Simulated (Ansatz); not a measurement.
The start is a randomly generated symmetric cell of LiNbO3 (space group No. 187). Cell shape, volume and atoms are optimised at zero target pressure with PBEsol (plane waves to 420 eV, PAW, scalar-relativistic; Ansatz, a first-principles code). The first steps use a coarse 8×8×2 k-mesh.

Input geometry:
```
LiNbO3
1.0
    3.54852     0.00000     0.00000
   -1.77426     3.07311     0.00000
    0.00000     0.00000    11.97044
Li Nb O
2 2 6
Direct
  0.00000   0.00000   0.00000
  0.33333   0.66667   0.50000
  0.00000   0.00000   0.37953
  0.00000   0.00000   0.62047
  0.66667   0.33333   0.70524
  0.66667   0.33333   0.29476
  0.00000   0.00000   0.83619
  0.00000   0.00000   0.16381
  0.33333   0.66667   0.72552
  0.33333   0.66667   0.27448
```

Q: What pressure does the first self-consistent step give?

A: -7.9 GPa (negative: the cell is under tension).

Q: What is the largest force in the starting geometry, and on which atom (counted from 1)?

A: 10.44 eV/Å, on Nb3, Nb4 (atoms numbered as listed).

Q: How much energy is released per atom?

A: 2.46 eV/atom.

Q: How does the volume change?

A: -5.0 %, from 13.05 to 12.40 Å³/atom.

Q: How do the shortest distances between atoms change?

A: The closest pairs of elements (up to four, under 3.6 Å), start → end: Li–O 1.96 → 1.75 Å; Nb–O 2.29 → 1.78 Å; O–O 2.06 → 2.37 Å; Li–Nb 2.51 → 3.23 Å.

Q: What band gap does the relaxed structure have at this level?

A: 2.49 eV, direct within 0.03 eV (at K) (no spin-orbit coupling).

Q: Give the final cell and atomic positions.

A: 
```cif
data_Li2Nb2O6
_chemical_formula_sum 'Li2 Nb2 O6'
_space_group_name_H-M_alt 'P-6m2'
_space_group_IT_number 187
_space_group_name_Hall 'P -6 2'
_cell_length_a 3.43283
_cell_length_b 3.43283
_cell_length_c 12.15199
_cell_angle_alpha 90.000
_cell_angle_beta 90.000
_cell_angle_gamma 120.000
loop_
_atom_site_label
_atom_site_type_symbol
_atom_site_symmetry_multiplicity
_atom_site_Wyckoff_symbol
_atom_site_fract_x
_atom_site_fract_y
_atom_site_fract_z
_atom_site_occupancy
Li1 Li 1 a 0.00000 0.00000 0.00000 1
Li2 Li 1 d 0.33333 0.66667 0.50000 1
Nb1 Nb 2 g 0.00000 0.00000 0.29008 1
O1 O 2 i 0.66667 0.33333 0.38481 1
O2 O 2 g 0.00000 0.00000 0.14393 1
O3 O 2 h 0.33333 0.66667 0.27805 1
```

The space group stays P-6m2 (No. 187) (the run could not lower it), with 10 atoms in the primitive cell. Final values are on a 11×11×3 k-mesh of the relaxed cell. No spin polarisation in the result.

The run could not lose the symmetry of its start, so the end can be a saddle point.

The relaxed structure here is a generated cell of LiNbO3: the first start was made by a random draw of sites in a space group, and the end was not matched to a known phase here, so it may be hypothetical. Known forms of LiNbO3 include space group No. 161.
